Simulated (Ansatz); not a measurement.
## A plane-wave run on LaTl$_{2}$Ni$_{2}$

Input file of Ansatz 0.2.0:

```yaml
crystal:
  lattice:
    - [0.0, 4.357977, 0.0]
    - [4.453268, 0.0, 0.0]
    - [2.226634, 2.178989, -11.059055]
  atoms:
    - { symbol: Ni, position: [0.606, 0.356, 0.288] }
    - { symbol: Ni, position: [0.394, 0.644, 0.712] }
    - { symbol: Tl, position: [0.9629, 0.7129, 0.5742] }
    - { symbol: Tl, position: [0.0371, 0.2871, 0.4258] }
    - { symbol: Tl, position: [0.4619, 0.2119, 0.5762] }
    - { symbol: Tl, position: [0.5381, 0.7881, 0.4238] }
    - { symbol: La, position: [0.165, 0.915, 0.17] }
    - { symbol: La, position: [0.835, 0.085, 0.83] }
    - { symbol: Ni, position: [0.716, 0.466, 0.068] }
    - { symbol: Ni, position: [0.284, 0.534, 0.932] }
  symmetry: { tolerance: 0.0003 }
kpoints:
  mp_grid: { grid: [6, 6, 6], shift: [0, 0, 0] }
  band_path:
    path:
      - [0.0, 0.0, 0.0]
      - [0.0, 0.0, -0.5]
      - [-0.48058918, 0.0, -0.74029459]
      - [-0.51941082, 0.0, -0.25970541]
      - [0.0, 0.0, 0.0]
      - [0.0, 0.52026897, 0.26013448]
      - [0.0, 0.47973103, -0.26013448]
      - [0.0, 0.0, -0.5]
      - [0.0, 0.0, 0.0]
      - [-0.5, 0.0, -0.5]
      - [-0.5, 0.5, -0.25]
    npoints: 6
magnetization:
  spin_polarized: false
scf:
  occupations: { method: fermi_dirac }
  lower_state_search: "off"
  max_iter: 200
hamiltonian:
  pseudopotentials: { kind: paw }
  xc: r2scan
basis:
  ecutwfc: 500
  fft_grid_basis: typed
output:
  forces: true
  stress: true
  eigenvalues: true
  populations: true
  elf: true
  write_potential: true
  volumetric_format: npy
  dos:
    e_range: [-12, 8]
    de: 0.05
    projected: { site_lists: { La: [La], Ni: [Ni], Tl: [Tl] } }
checkpoint:
  read: saved_state
```

The run starts from an earlier solution of this cell. 

Parts of the output:

```
La: projections on atomic orbitals take those of the free atom [Kr 4d10] 4f0 5s2 5p6 5d1 6s2, of charge +0.00 (hamiltonian.pseudopotentials.projection_atoms); the dataset's partial waves leave at most 1.9e-5 of an orbital's norm unspanned inside its sphere
Pseudopotentials: kind: paw
Pseudopotential: Ni, paw, valence charge 18, recommended cutoff 500 eV (meta_gga), Ni.paw.azcp
Pseudopotential: Tl, paw, valence charge 13, recommended cutoff 500 eV (meta_gga), Tl.paw.azcp
Pseudopotential: La, paw, valence charge 11, recommended cutoff 500 eV (meta_gga), La.paw.azcp
Functional definition: r2SCAN
  exchange = r2scan_x(k0 = k0, k1 = k1, a1 = a1)
  correlation = r2scan_c
Crystal: 10 atoms, lattice volume = 214.626 Å³
Basis set: ecut = 500 eV, 5407 PW (Γ), exchange–correlation on 128×144×360 points (64 copies of the dense FFT grid, shifted against one another)
Bands: 88, of which v1, the nominal top of the filled ones, is band 73 counted from 1 (72 counted from 0)
Symmetry: 8 space group operations
Space group: Imma (ITA 74), of the structure as read, at distance tolerance 1.8e-3 Å
k-points: 46 of 216
Initial density: read from a saved state, or passed on in memory by an earlier SCF of this step, an earlier step, the calling program or the single point that the run made first
Functional: x = r2scan, c = r2scan; τ floored in thin density (d = 2e-4 eV/Å³)
SCF iter   1: F=-81740.9418 eV  Δρ=5.91e-3  dr2=1.25e-1  dr2_τ=3.78e-3
SCF iter   2: F=-81740.6096 eV  Δρ=1.70e-2  dr2=4.93e-1  dr2_τ=2.43e-3  recentre
SCF iter   3: F=-81740.9942 eV  Δρ=3.78e-3  dr2=6.50e-2  dr2_τ=2.41e-4
SCF iter   4: F=-81741.0405 eV  Δρ=2.01e-3  dr2=1.49e-2  dr2_τ=9.24e-5
SCF iter   5: F=-81741.0478 eV  Δρ=8.20e-4  dr2=6.00e-3  dr2_τ=1.86e-5
SCF iter   6: F=-81741.0511 eV  Δρ=7.03e-4  dr2=1.31e-3  dr2_τ=1.67e-5
SCF iter   7: F=-81741.0522 eV  Δρ=1.25e-4  dr2=5.51e-5  dr2_τ=1.42e-6
SCF iter   8: F=-81741.0524 eV  Δρ=2.97e-4  dr2=1.50e-4  dr2_τ=1.76e-6  recentre
SCF iter   9: F=-81741.0525 eV  Δρ=4.61e-5  dr2=3.56e-6  dr2_τ=3.43e-8
SCF iter  10: F=-81741.0525 eV  Δρ=6.57e-5  dr2=9.61e-6  dr2_τ=2.90e-8  recentre
SCF iter  11: F=-81741.0525 eV  Δρ=1.70e-5  dr2=6.19e-7  dr2_τ=5.59e-9
SCF iter  12: F=-81741.0525 eV  Δρ=1.03e-5  dr2=2.34e-7  dr2_τ=8.04e-10
SCF iter  13: F=-81741.0525 eV  Δρ=4.62e-6  dr2=3.89e-8  dr2_τ=1.64e-10
Free energy (F): -81741.0525 eV
Harris-Foulkes:  -81741.0525 eV  (|F-HF|=3.12e-8)
Internal energy: -81740.7909 eV  (E = F + TS)
E sigma→0 (E₀):  -81740.9217 eV
Entropy (-TS):   -0.2616 eV (-26.163 meV/atom)
Fermi energy:    13.4514 eV
--- Per-component energies (eV) ---
  E_band       = -1464.7341
  E_kinetic    = 2876.1395
  E_local      = -23766.9724  (includes V_loc(G=0)·N_el)
  E_nonlocal   = 4045.4984
  E_hartree    = 10121.9538
  E_xc         = -1451.2835
  E_vxc        = -1412.5845  (∫ρ·V_xc dr)
  E_paw        = -58254.7071  (= ΣΔE_a)
  E_vpaw       = -3549.8040  (= ΣTr[D̂ρ^β])
  E_aug_tail   = 0.0010  (compensation charges beyond the density's cutoff)
  E_vtau       = 99.0503  (kinetic-family band-sum trace: ∫τ·v_τ [+ j·A + Jᵃ·Aᵃ] dr)
  E_ewald      = -15314.5163
  E_core_change = 3.0958  (= ΣΔE_core)
  E_smearing   = -0.2616  (= −TS)
--- Forces (eV/Å), atoms counted from 1 ---
  atom   1  Ni     0.0000     0.0000     1.0206
  atom   2  Ni     0.0000     0.0000    -1.0206
  atom   3  Tl     0.0000     0.0000    -4.3559
  atom   4  Tl     0.0000     0.0000     4.3559
  atom   5  Tl     0.0000     0.0000    -4.4141
  atom   6  Tl     0.0000     0.0000     4.4141
  atom   7  La     0.0000     0.0000     0.6078
  atom   8  La     0.0000     0.0000    -0.6078
  atom   9  Ni     0.0000     0.0000     0.3644
  atom  10  Ni     0.0000     0.0000    -0.3644
--- Stress (GPa, compression-positive) ---
        9.9217       0.0000       0.0000
        0.0000      10.7472       0.0000
        0.0000       0.0000       5.7211
  P = ⅓ Tr σ = 8.7967 GPa (87.967 kbar)
--- Löwdin populations: 10 sites ---
  site symbol       q [e]
     0     Ni     17.6277
     1     Ni     17.6277
     2     Tl     13.2306
     3     Tl     13.2306
     4     Tl     13.1681
     5     Tl     13.1681
     6     La     10.7466
     7     La     10.7466
     8     Ni     17.8459
     9     Ni     17.8459
  spilling = 0.0052 (of n_electrons = 146.0000)
```

Origin: a known structure type with other elements, at an estimated volume, so it need not be a known compound. Caveats: no spin polarisation, so a magnetic state may lie lower; atoms or cell far from equilibrium; f levels without a U or exact exchange are poorly placed.
